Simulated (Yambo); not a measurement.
Yambo run on AlP (wurtzite, space group P6_3mc, No. 186). The wavefunctions come from this Quantum ESPRESSO step (PBEsol, PseudoDojo standard norm-conserving files, scalar-relativistic):

```
&CONTROL
  calculation = 'nscf'
  pseudo_dir = './pseudo'
  outdir = './out'
/
&SYSTEM
  ibrav = 0
  nat = 4
  ntyp = 2
  ecutwfc = 44.0
  ecutrho = 176.0
  occupations = 'fixed'
  force_symmorphic = .true.
  nbnd = 181
/
&ELECTRONS
  conv_thr = 4e-09
  diago_full_acc = .true.
  diago_thr_init = 1e-08
/
ATOMIC_SPECIES
Al 26.9815 Al.upf
P 30.9738 P.upf
CELL_PARAMETERS angstrom
  3.861221158735   0.000000000000   0.000000000000
 -1.930610579367   3.343915613094   0.000000000000
  0.000000000000   0.000000000000   6.335056645000
ATOMIC_POSITIONS crystal
Al   0.333333333000   0.666666667000   0.000046205400
Al   0.666666666333   0.333333333667   0.500046205400
P   0.333333333000   0.666666667000   0.374953794600
P   0.666666666333   0.333333333667   0.874953794600
K_POINTS automatic
6 6 2 0 0 0
```

Yambo input:

```
rim_cut
gw0
dyson
el_el_corr
HF_and_locXC
ppa
em1d
RandQpts= 1000000
RandGvec= 1 Ry
EXXRLvcs= 44 Ry
VXCRLvcs= 176 Ry
Chimod= "HARTREE"
% BndsRnXp
 1 | 179 |
%
NGsBlkXp= 10 Ry
% LongDrXp
 1.0 | 1.0 | 1.0 |
%
PPAPntXp= 27.2114 eV
% GbndRnge
 1 | 179 |
%
GTermKind= "BG"
DysSolver= "n"
ExtendOut
% QPkrange
 1 | 1 | 8 | 9 |
 7 | 7 | 8 | 9 |
%
```

k points by index: 1 = Γ, 7 = M.

Resulting energies as the program prints them:

```
#    K-point    Band    Eo [eV]    E [eV]    E-Eo [eV]    Vxc [eV]    Vnlxc [eV]    Sc|Eo [eV]    Sc|E [eV]    dSc/dw|Eo [eV]    Re(Z)    Im(Z)
#
    1    8    0.000000    -0.843012    -0.843012    -11.82108    -13.89425    0.979913    1.230159    -8.076670    0.771118    -0.001645
    1    9    2.315468    2.469472    0.154005    -9.619022    -5.569759    -3.854127    -3.895259    -7.261415    0.789355    -0.001577
    7    8    -0.858586    -1.740109    -0.881522    -11.47217    -13.95338    1.332423    1.599687    -8.248935    0.767372    -0.001707
    7    9    1.820230    1.968451    0.148222    -8.783277    -4.929368    -3.667699    -3.705687    -6.968049    0.796130    -0.001562
```
(The two width columns are left out.) Convergence of these settings isn't established.

Geometry relaxed with PBEsol.

This is not the ordinary phase of the substance; no match was found in the copy of COD used, and its stability was not checked.
